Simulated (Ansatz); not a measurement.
AlC6:
```
CELL_PARAMETERS angstrom
      4.27003     0.00000     0.00000
     -2.13502     3.69795     0.00000
      0.00000     0.00000     5.84382
ATOMIC_POSITIONS crystal
  C  0.33345 0.33345 0.00000
  C  0.33345 0.00000 0.00000
  C  0.00000 0.66655 0.00000
  C  0.00000 0.33345 0.00000
  C  0.66655 0.00000 0.00000
  C  0.66655 0.66655 0.00000
  Al 0.00000 0.00000 0.50000
```

Relaxed with DFT-PBE+D3(BJ) in the program Ansatz with PAW potentials. Indices refer to the conventional cell of P6/mmm, a = b = 4.270 Å, c = 5.844 Å, α = β = 90.00°, γ = 120.00°.

### Question
Simulate the powder diffraction pattern (Mo Kα, λ = 0.71073 Å; lines above 1 %) up to 2θ = 45°.

### Answer
Simulated powder pattern, Mo Kα, λ = 0.71073 Å (kinematic, ideal powder, no thermal factors, no anomalous dispersion; the 30 strongest lines at most, above 1 %, up to 2θ = 45°):

```csv
2θ (°),d (Å),I/Imax (%),hkl
6.97,5.844,100,(0001)
11.03,3.698,31,(1 0 -1 0)
13.06,3.125,40,(1 0 -1 1)
13.97,2.922,67,(0002)
17.83,2.293,17,(1 0 -1 2)
20.41,2.005,49,(1 1 -2 1)
21.02,1.948,2.0,(0003)
22.16,1.849,4.7,(2 0 -2 0)
23.26,1.763,8.1,(2 0 -2 1)
23.80,1.723,7.6,(1 0 -1 3)+(1 1 -2 2)
26.29,1.562,5.7,(2 0 -2 2)
28.16,1.461,6.0,(0004)
28.59,1.439,16,(1 1 -2 3)
29.46,1.398,4.0,(2 1 -3 0)
30.31,1.359,7.2,(2 1 -3 1)
30.32,1.359,3.6,(1 0 -1 4)
30.73,1.341,3.4,(2 0 -2 3)
32.74,1.261,5.6,(2 1 -3 2)
33.51,1.233,9.6,(3 0 -3 0)
36.12,1.146,2.0,(2 0 -2 4)
36.47,1.136,18,(3 0 -3 2)+(2 1 -3 3)
37.19,1.114,1.8,(1 0 -1 5)
39.56,1.050,5.0,(2 2 -4 1)
40.56,1.025,4.5,(1 1 -2 5)
41.19,1.010,2.4,(3 1 -4 1)
41.20,1.010,2.4,(2 1 -3 4)
42.80,0.974,1.3,(0006)
43.09,0.968,2.0,(3 1 -4 2)
44.32,0.942,7.1,(3 0 -3 4)
44.62,0.936,3.2,(2 2 -4 3)
```

The start of the workflow was typed in or built on a structure type; neither database checked (COD, Materials Project) lists it. Its standing as an ambient phase is unchecked. The PBE+D3(BJ) relaxation kept the symmetry of its start; whether a distortion lowers the energy is not shown. The volume moved by 33 % from the start of the relaxation. Its formation energy is positive at this level, so the cell may be metastable or incomplete.

Potentials: the earlier of the program's two PAW sets.
